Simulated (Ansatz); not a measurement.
Cells of ScF₃ relaxed with PBEsol (plane waves to 420 eV, PAW, scalar-relativistic; Ansatz, an electronic-structure program), each with a space-group label. One label is wrong.

**A**, labelled Im-3m (No. 229)
```yaml
crystal:
  lattice:
    - [-2.20365, 2.20365, 2.20365]
    - [2.20365, -2.20365, 2.20365]
    - [2.20365, 2.20365, -2.20365]
  atoms:
    - { symbol: F, position: [0.00000, 0.50000, 0.50000] }
    - { symbol: F, position: [0.50000, 0.50000, 0.00000] }
    - { symbol: F, position: [0.50000, 0.00000, 0.50000] }
    - { symbol: Sc, position: [0.00000, 0.00000, 0.00000] }
```

**B**, labelled P-1 (No. 2)
```yaml
crystal:
  lattice:
    - [4.08318, 0.00000, 0.00000]
    - [1.96134, 4.56791, 0.00000]
    - [1.52306, 0.58408, 5.08257]
  atoms:
    - { symbol: F, position: [0.27764, 0.87490, 0.60127] }
    - { symbol: F, position: [0.00000, 0.50000, 0.50000] }
    - { symbol: F, position: [0.00000, 0.50000, 0.00000] }
    - { symbol: F, position: [0.33715, 0.83309, 0.08110] }
    - { symbol: F, position: [0.66285, 0.16691, 0.91890] }
    - { symbol: F, position: [0.72236, 0.12510, 0.39873] }
    - { symbol: Sc, position: [0.74317, 0.81290, 0.74728] }
    - { symbol: Sc, position: [0.25683, 0.18710, 0.25272] }
```

**C**, labelled P-3m1 (No. 164)
```yaml
crystal:
  lattice:
    - [3.69179, 0.00000, 0.00000]
    - [-1.84590, 3.19719, 0.00000]
    - [0.00000, 0.00000, 4.02455]
  atoms:
    - { symbol: F, position: [0.00000, 0.00000, 0.00000] }
    - { symbol: F, position: [0.33333, 0.66667, 0.61258] }
    - { symbol: F, position: [0.66667, 0.33333, 0.38742] }
    - { symbol: Sc, position: [0.00000, 0.00000, 0.50000] }
```

**D**, labelled Pm-3n (No. 223)
```
CELL_PARAMETERS angstrom
      2.36680    -3.51000     0.00000
      2.36680     3.51000     0.00000
      0.00000     0.00000     6.03022
ATOMIC_POSITIONS crystal
  F  0.50000 0.50000 0.00000
  F  0.50000 0.50000 0.50000
  F  0.82841 0.17159 0.75000
  F  0.17159 0.82841 0.75000
  F  0.82841 0.17159 0.25000
  F  0.17159 0.82841 0.25000
  Sc 0.00000 0.50000 0.50000
  Sc 0.50000 0.00000 0.00000
```

Problem. Which label is wrong, and what should it be (tolerance 0.01 Å)?

Solution. D: its symmetry is Cccm (No. 66), oS16; a = 4.734 Å, b = 7.020 Å, c = 6.030 Å, α = β = γ = 90.00°.

Each run could gain symmetry but not lose that of its start, so entries can be saddle points. All of these are generated cells (placed on structure types, drawn at random, substituted or restacked) that were not matched to a known phase here.

No spin polarisation in the result.
